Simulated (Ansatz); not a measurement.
Relaxed CsCdCl₃ (cubic perovskite):

```
CsCdCl3
1.0
    5.11311     0.00000     0.00000
    0.00000     5.11311     0.00000
    0.00000     0.00000     5.11311
Cs Cd Cl
1 1 3
Direct
  0.00000   0.00000   0.00000
  0.50000   0.50000   0.50000
  0.00000   0.50000   0.50000
  0.50000   0.00000   0.50000
  0.50000   0.50000   0.00000
```

A phonon eigenvector at Γ is frozen into this cell: atom i moves by Q times the vector below, so Q is the largest atomic displacement, in Å. The cell is held. It is one choice among 3 degenerate patterns.

```
atom      x      y       z
----  -----  -----  ------
Cs1   0.000  0.000  -0.003
Cd2   0.000  0.000   0.220
Cl3   0.000  0.000   0.156
Cl4   0.000  0.000   0.156
Cl5   0.000  0.000  -1.000
```

Method: LDA (plane waves to 420 eV, PAW, scalar-relativistic; Ansatz, a program for electronic structure). k mesh 7×7×7 (Γ-centred), Fermi-Dirac smearing 0.05 eV. CsCdCl3 was relaxed with its symmetry unable to fall.

At one point of the scan the forces (eV/Å) are:

```csv
atom,Fx,Fy,Fz
Cs1,0.000,0.000,0.017
Cd2,0.000,0.000,-1.470
Cl3,0.000,0.000,-0.255
Cl4,0.000,0.000,-0.255
Cl5,0.000,0.000,1.963
```

Task: Which point is it?
A. Q = 0.140 Å
B. Q = 0.047 Å
C. Q = 0.093 Å
D. Q = 0.187 Å

Result: D, Q = 0.187 Å

(For displaced atoms, the force is minus the slope of the energy, and its curvature is a force constant, which sets phonon frequencies.)
